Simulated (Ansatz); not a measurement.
Re (hcp (Mg type), space group No. 194) at seven volumes, DFT-PBE in the program Ansatz with PAW potentials, shape and atoms relaxed at each. One row is withheld.

| V (Å³/atom) | P (GPa) |
|---|---|
| 13.606 | 42.32 |
| 14.054 | ? |
| 14.503 | 11.88 |
| 14.952 | 0.00 |
| 15.400 | -10.10 |
| 15.849 | -18.66 |
| 16.297 | -25.90 |

Task: Fit the shown pressures and predict the withheld one.

Result: P = (3/2)B₀(x^(7/2) − x^(5/2))[1 + (3/4)(B′ − 4)(x − 1)] with x = (V₀/V)^(2/3). Least squares on the six rows gives V₀ = 14.952 Å³/atom, B₀ = 364 GPa, B′ = 4.43. At V = 14.054, x = 1.0422 and P = 25.87 GPa. The run itself gave 25.87 GPa.

Space group P6_3/mmc (hcp (Mg type)). Symmetry was held in the PBE relaxation. No spin polarisation was allowed. Scalar-relativistic: spin–orbit coupling is off unless named, which matters more the heavier the elements.

Potentials: the later of the program's two PAW sets.
